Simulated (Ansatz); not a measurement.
BN:
```
CELL_PARAMETERS angstrom
      2.52881     0.00000     0.00000
     -1.26440     2.19001     0.00000
      0.00000     0.00000    12.44325
ATOMIC_POSITIONS crystal
  B  0.00000 0.00000 0.00007
  B  0.00000 0.00000 0.50007
  B  0.66667 0.33333 0.83265
  B  0.33333 0.66667 0.33265
  B  0.66667 0.33333 0.16656
  B  0.33333 0.66667 0.66656
  N  0.00000 0.00000 0.87440
  N  0.00000 0.00000 0.37440
  N  0.66667 0.33333 0.70808
  N  0.33333 0.66667 0.20808
  N  0.66667 0.33333 0.04194
  N  0.33333 0.66667 0.54194
```

Cartesian axes are those of the cell as given.

Give the proper piezoelectric stress tensor with relaxed ions from DFT-LDA in the program Ansatz with PAW potentials.

In C/m², rows x, y, z, Voigt columns; mesh uncertainty up to 0.00.
```
 0.00   0.00   0.00   0.00  -0.37   0.00
 0.00   0.00   0.00  -0.37   0.00   0.00
-0.38  -0.38   0.85   0.00   0.00   0.00
```

The elastic tensor of the same run (GPa):

```csv
,1,2,3,4,5,6
1,975,151,78.5,0.0,0.0,0.0
2,151,975,78.5,0.0,0.0,0.0
3,78.5,78.5,1050,0.0,0.0,0.0
4,0.0,0.0,0.0,361,0.0,0.0
5,0.0,0.0,0.0,0.0,361,0.0
6,0.0,0.0,0.0,0.0,0.0,412
```

Convert to strain constants d = e·S.

In pC/N:
```
 0.0   0.0   0.0   0.0  -1.0   0.0
 0.0   0.0   0.0  -1.0   0.0   0.0
-0.4  -0.4   0.9   0.0   0.0   0.0
```

Space group P6_3mc. A made-up cell: these elements were put on the sites of a structure type. Its sites differ from those of the usual phase in this space group: another stacking or structure type. Symmetry was held in the LDA relaxation; phonons on a q-mesh show no instability.

Potentials: the later of the program's two PAW sets.
